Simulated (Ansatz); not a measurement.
One crystal and one scan (energy over volume and axial ratio) at two levels, PBE (plane waves to 420 eV, PAW, scalar-relativistic; Ansatz, an electronic-structure program) and r2SCAN (plane waves to 500 eV, PAW, scalar-relativistic; Ansatz), each from its own relaxed cell and on its own mesh. The cell shown is that of PBE.

BP (zinc blende)

```
CELL_PARAMETERS angstrom
      0.00000     2.27414     2.27414
      2.27414     0.00000     2.27414
      2.27414     2.27414     0.00000
ATOMIC_POSITIONS crystal
  P  0.75000 0.75000 0.75000
  B  0.00000 0.00000 0.00000
```

The relaxed cell is deformed in two ways at once: its volume V is scaled, and at that volume it is stretched along z (the c axis of the conventional cell) so that c/a changes. Fractional atomic positions are held.

The energy includes the smearing's −TS. BP was relaxed with its symmetry unable to fall. The PAW data are Ansatz's earlier set. Percentages come from the unrounded values. Both scans cover V/V₀ from 0.960 to 1.040 and (c/a)/(c/a)₀ from 0.920 to 1.080.

| quantity | PBE | r2SCAN | PBE − r2SCAN |
|---|---|---|---|
| Lattice constant a (Å) | 4.548 | 4.536 | +0.012 (+0.3 %) |
| Band gap of the relaxed cell, no spin-orbit coupling (eV) | 1.25 | 1.41 | -0.16 (-11 %) |
| Shear modulus C′ = (C11 − C12)/2 (fit, atoms clamped) (GPa) | 133 | 144 | -11 (-8 %) |

PBE gives the higher value for: lattice constant a. PBE gives the lower value for: band gap of the relaxed cell, no spin-orbit coupling; shear modulus C′. Neither level is exact: the differences show how much the result hangs on the functional.

(A scan under strain: stresses follow from slopes of the energy per volume, elastic moduli from its curvatures.)
